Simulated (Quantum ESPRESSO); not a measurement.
CdS (changed cell): field gradients at the nuclei

```xyz
2
Lattice="0.0000 2.9724 2.9282 2.9282 0.0000 2.9282 2.9282 2.9724 0.0000" Properties=species:S:1:pos:R:3 pbc="T T T"
Cd     0.0000     0.0000     0.0000
S      1.4641     1.4862     1.4641
```
The cell was made here from a computed Materials Project entry: strained by +1 % along the cube axis and by -0.5 % across it, atoms relaxed (PBE without dispersion, pw.x of a modified build of Quantum ESPRESSO, symmetry kept). The parent is CdS in F-43m. Stability against distortions was not tested.

Convention: |Vzz| is the largest principal value, η_Q = (Vxx − Vyy)/Vzz, |C_Q| = |eQVzz/h|. Cores are frozen. Against all-electron runs on small test molecules, this scheme's |Vzz| missed by −3 % on S. Cd had no test against all-electron runs. The structure is static (0 K, no zero-point motion).

Quadrupole moments taken as inputs (sizes, barn, from the tables of PySCF and pymatgen): ³³S 0.0678.

**Question.** What do the calculations give at each independent site (field gradients by a PBE PAW density (pw.x of Quantum ESPRESSO, JTH datasets) with the all-electron reconstruction of Petrilli and co-workers, 20 Ha, k-mesh 7×7×7 through Γ)?

**Answer.** 
```csv
site,site symmetry,Vzz (10²¹ V/m²),η_Q,∣C_Q∣ (MHz)
Cd (atom 1),-4m2,-0.43,0.00,–
S (atom 2),-4m2,0.29,0.00,0.47 (³³S)
```
